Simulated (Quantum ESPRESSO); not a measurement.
pw.x input (Quantum ESPRESSO 7.5; PBEsol, PseudoDojo standard norm-conserving files, scalar-relativistic):

```
&CONTROL
  calculation = 'scf'
  pseudo_dir = './pseudo'
  outdir = './out'
  tprnfor = .true.
  tstress = .true.
/
&SYSTEM
  ibrav = 0
  nat = 12
  ntyp = 3
  ecutwfc = 76.0
  ecutrho = 304.0
  occupations = 'smearing'
  smearing = 'fd'
  degauss = 0.002
  nbnd = 14
/
&ELECTRONS
  conv_thr = 1.2e-09
/
ATOMIC_SPECIES
H 1.0080 H.upf
Li 6.9400 Li.upf
B 10.8100 B.upf
CELL_PARAMETERS angstrom
  4.179999919000   0.000000000000   0.000000000000
 -2.089999959000   3.619986117000   0.000000000000
  0.000000000000   0.000000000000   6.709920000000
ATOMIC_POSITIONS crystal
H   0.333333333000   0.666666667000   0.376310000000
H   0.666666667000   0.333333333000   0.876310000000
H   0.174674500000   0.349349000000   0.618330000000
H   0.825325500000   0.174674500000   0.118330000000
H   0.650651000000   0.825325500000   0.618330000000
H   0.825325500000   0.650651000000   0.118330000000
H   0.174674500000   0.825325500000   0.618330000000
H   0.349349000000   0.174674500000   0.118330000000
Li   0.333333333000   0.666666667000   0.005880000000
Li   0.666666667000   0.333333333000   0.505880000000
B   0.333333333000   0.666666667000   0.557790000000
B   0.666666667000   0.333333333000   0.057790000000
K_POINTS automatic
9 9 4 0 0 0
```

End of the output:

```
     total energy              =     -49.80509930 Ry
     estimated scf accuracy    <       0.00000003 Ry
     total energy              =     -49.80509931 Ry
     estimated scf accuracy    <       0.00000001 Ry
     total energy              =     -49.80509931 Ry
     estimated scf accuracy    <          2.1E-09 Ry
[...]
     the Fermi energy is     0.7207 ev
!    total energy              =     -49.80509931 Ry
     estimated scf accuracy    <          3.0E-11 Ry
     smearing contrib. (-TS)   =       0.00000000 Ry
     internal energy E=F+TS    =     -49.80509931 Ry
     The total energy is F=E-TS. E is the sum of the following terms:
     one-electron contribution =     -23.04388408 Ry
     hartree contribution      =      12.96492450 Ry
     xc contribution           =     -16.98126642 Ry
     ewald contribution        =     -22.74487330 Ry
     convergence has been achieved in  10 iterations
     Forces acting on atoms (cartesian axes, Ry/au):
     atom    1 type  1   force =     0.00000000    0.00000000   -0.00789156
     atom    2 type  1   force =     0.00000000   -0.00000000   -0.00789156
     atom    3 type  1   force =     0.00000000   -0.00628240    0.00308916
     atom    4 type  1   force =     0.00544072   -0.00314120    0.00308916
     atom    5 type  1   force =     0.00544072    0.00314120    0.00308916
     atom    6 type  1   force =     0.00000000    0.00628240    0.00308916
     atom    7 type  1   force =    -0.00544072    0.00314120    0.00308916
     atom    8 type  1   force =    -0.00544072   -0.00314120    0.00308916
     atom    9 type  2   force =     0.00000000   -0.00000000    0.00244228
     atom   10 type  2   force =    -0.00000000    0.00000000    0.00244228
     atom   11 type  3   force =     0.00000000    0.00000000   -0.00381819
     atom   12 type  3   force =    -0.00000000   -0.00000000   -0.00381819
     Total force =     0.021441     Total SCF correction =     0.000003
     Computing stress (Cartesian axis) and pressure
          total   stress  (Ry/bohr**3)                   (kbar)     P=       -2.87
  -0.00002345   0.00000000   0.00000000           -3.45        0.00        0.00
   0.00000000  -0.00002345   0.00000000            0.00       -3.45        0.00
   0.00000000   0.00000000  -0.00001162            0.00        0.00       -1.71
```
In a gapped system the printed Fermi energy is only some level inside the gap.

Geometry of the Materials Project entry, not relaxed at this level.
